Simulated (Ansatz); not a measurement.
This run works on a generated trial structure, not on a known crystal.

Input and command of a plane-wave DFT calculation in Ansatz:

```yaml
crystal:
  lattice:
    - [-2.8691796586, 2.8691796586, 5.7191479986]
    - [2.8691796586, -2.8691796586, 5.7191479986]
    - [2.8691796586, 2.8691796586, -5.7191479986]
  atoms:
    - { symbol: Be, position: [0.25, 0.75, 0.5] }
    - { symbol: Be, position: [0.75, 0.25, 0.5] }
    - { symbol: Be, position: [0.5, 0.5, 0.0] }
    - { symbol: Zn, position: [0.0, 0.0, 0.0] }
    - { symbol: Te, position: [0.8663867292, 0.3945962271, 0.0] }
    - { symbol: Te, position: [0.1336132708, 0.1336132708, 0.5282094979] }
    - { symbol: Te, position: [0.3945962271, 0.8663867292, 0.0] }
    - { symbol: Te, position: [0.6054037729, 0.6054037729, 0.4717905021] }
basis:
  ecutwfc: 420
kpoints:
  mp_grid: { grid: [8, 8, 8] }
hamiltonian:
  xc: pbe
scf:
  occupations: { method: gaussian, width: 0.02 }
output:
  forces: true
  stress: true
  eigenvalues: true
relax:
  adjacent_minimum: "off"
  f_tol: 0.01
  max_steps: 30
  cell: { stress_tol: 0.1, fix: [volume] }
```

```bash
ansatz run input.yaml --threads 1 --pin off --max-ram 2560MiB --backend cpu --events-out ev --progress --plain --runs-dir out
```

Processor: Intel(R) Xeon(R) 6975P-C (Granite Rapids), 1 thread, on a host shared with other jobs.

Question: Estimate time, memory and problem size.

Answer: About 94 s, peak memory 0.73 GiB. It solves 50 bands at 59 k points (after reduction by symmetry) with about 3739 plane waves, in 22 SCF iterations over 4 ionic steps.
